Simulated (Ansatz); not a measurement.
Optical constants of Si3O

Theory: Ansatz 0.2.0, DFT PBE, scalar-relativistic, plane waves, PAW. Cutoff 420 eV, 6×6×10 k-points (Γ-centred), Fermi-Dirac smearing of 0.15 eV. No spin polarisation.

Relaxed structure:
```xyz
8
Lattice="6.1406 0.0000 0.0000 -3.0703 5.3179 0.0000 0.0000 0.0000 3.4676" Properties=species:S:1:pos:R:3 pbc="T T T"
Si    2.1589    0.0000    0.0000
Si    1.0794    1.8696    1.7338
Si   -1.0794    1.8696    0.0000
Si    3.9817    0.0000    1.7338
Si    1.9909    3.4483    0.0000
Si   -1.9909    3.4483    1.7338
O     0.0000    3.5453    0.8669
O     3.0703    1.7726    2.6007
```

The cell was built by swapping an element in a database structure (itself possibly hypothetical) and relaxing; it need not be the stable form of this composition. In a metal these results depend on the k mesh and the smearing. Spin polarisation was left out, and a magnetic state may lie lower. A semilocal functional can close a gap that the real compound has.

Independent-particle response (no local fields, no excitons) on a 12×12×16 mesh, broadened by 0.1 eV; the Drude term is undamped and its weight carries the smearing above, which sets much of it in a semimetal. The run couldn't bound its error over part or most of this range, so small peaks and near ties are unsure. Light polarised along x. ε₁ lacks the small share of bands above those solved.

**Question.** Tabulate n, κ, the reflectivity and the absorption coefficient against photon energy.

**Answer.**
```
E (eV) n     κ     R  α (10⁵ cm⁻¹)
   0.3  4.48  9.76  0.86          2.97
   0.8  6.61  6.32  0.73          5.12
   1.3  4.26  6.12  0.74          8.06
   1.8  3.50  4.85  0.68          8.85
   2.3  3.04  4.23  0.64          9.86
   2.8  2.81  3.96  0.63         11.24
   3.3  2.88  3.95  0.62         13.20
   3.8  1.86  3.65  0.65         14.07
   4.3  1.35  3.37  0.68         14.68
   4.8  1.36  2.87  0.60         13.94
   5.3  1.22  2.81  0.62         15.12
   5.8  0.98  2.60  0.63         15.29
   6.3  0.91  2.38  0.61         15.21
   6.8  0.85  2.10  0.57         14.50
   7.3  0.79  2.11  0.59         15.60
   7.8  0.78  1.90  0.54         15.00
   8.3  0.76  1.84  0.53         15.45
   8.8  0.71  1.78  0.54         15.92
   9.3  0.59  1.76  0.58         16.62
   9.8  0.49  1.59  0.59         15.77
  10.3  0.48  1.49  0.57         15.53
  10.8  0.42  1.39  0.57         15.24
  11.3  0.43  1.32  0.54         15.11
  11.8  0.38  1.24  0.56         14.83
```

**Question.** Where is the highest local maximum of ε₂ between 0.3 and 12 eV?

**Answer.** At 0.4 eV, where ε₂ = 100.3.

Cost: 1 run of about 6.5 core-minutes, on Intel Xeon Platinum 8488C (Sapphire Rapids) (shared hosts).